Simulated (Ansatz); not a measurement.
**Mg₃CdSe₄: zone-centre modes**

Method: DFT PBE, scalar-relativistic, plane waves, PAW in Ansatz 0.2.0. Plane waves to 420 eV; Γ-centred k mesh 8×8×8; Fermi-Dirac smearing of 0.15 eV. No spin polarisation. Phonons by linear response, acoustic sum rule imposed.

Equilibrium structure at this level:
```
Mg Cd Se
1.0
     5.57993    0.00000    0.00000
     0.00000    5.57993    0.00000
     0.00000    0.00000    5.57993
Mg Cd Se
3 1 4
Direct
  0.50000 0.00000 0.00000
  0.00000 0.00000 0.50000
  0.00000 0.50000 0.00000
  0.50000 0.50000 0.50000
  0.00000 0.50000 0.50000
  0.50000 0.50000 0.00000
  0.00000 0.00000 0.00000
  0.50000 0.00000 0.50000
```

The structure comes from a generated guess, relaxed at this level; another structure or a mixture of phases may lie lower. In a metal, frequencies depend on the k mesh and the smearing, soft modes most. A semilocal functional can close a gap that the real compound has.

Optical modes at Γ:
```tsv
frequency (THz)	degeneracy
1.44	3
2.21	3
3.12	3
4.34	3
4.80	3
4.88	3
5.46	3
```

All 21 optical modes at Γ are real: no displacement of atoms at fixed cell lowers the energy to second order. Strains and modes at other wave vectors aren't tested by this run.
